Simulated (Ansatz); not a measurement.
A (101) slab of Al (P6_3/mmc (No. 194)), 9 planes, outer planes Al (top) and Al (bottom), with 17 atoms (Al17) in a surface cell of A = 27.034 Å², as cut from the bulk:

```
Al
1.0
     2.82220    0.00000    0.00000
    -1.41110    9.57911    0.00000
     0.00000    0.00000   24.45280
Al
17
Cartesian
  1.4111 0.6236 7.5000
  1.4111 3.2782 8.4847
  0.0000 5.7250 8.6816
  1.4111 8.1717 8.8785
  0.0000 1.2472 9.8632
  0.0000 3.9018 10.8479
  1.4111 6.3486 11.0448
  0.0000 8.7953 11.2417
  1.4111 1.8708 12.2264
  1.4111 4.5254 13.2111
  0.0000 6.9722 13.4080
  1.4111 9.4189 13.6049
  0.0000 2.4944 14.5896
  0.0000 5.1490 15.5743
  1.4111 7.5958 15.7712
  1.4111 0.4634 15.9681
  1.4111 3.1180 16.9528
```

The calculation used DFT r2SCAN, scalar-relativistic, plane waves, PAW (Ansatz). Plane waves to 500 eV, a k mesh through Γ of 12×4×1 on the computed 17-atom cell and Gaussian smearing (0.10 eV); no spin polarisation.

Against the same 17 atoms in the bulk, the slab as cut lies 3.400 eV higher and the relaxed slab 3.346 eV higher.

(1) Work out the surface energy before and after relaxation.

(2) What is the ideal work of this cut, per area?

Results:

(1) The slab has two faces, so γ = (E_slab − N·E_bulk)/(2A), the mean of both. As cut: 3.400/(2 × 27.034) = 0.0629 eV/Å², and 1 eV/Å² = 16.02 J/m², so γ = 1.01 J/m². Relaxed: 3.346/(2 × 27.034) = 0.0619 eV/Å² = 0.99 J/m². Relaxation recovers 1.6 % of the cost of cutting.

(2) Griffith's ideal work is 2γ: 2.01 J/m² if the new faces stay rigid, 1.98 J/m² if they relax. One thickness was run, 9 planes, so γ can still shift with it.

The reference crystal is a form of Al, which isn't its usual structure.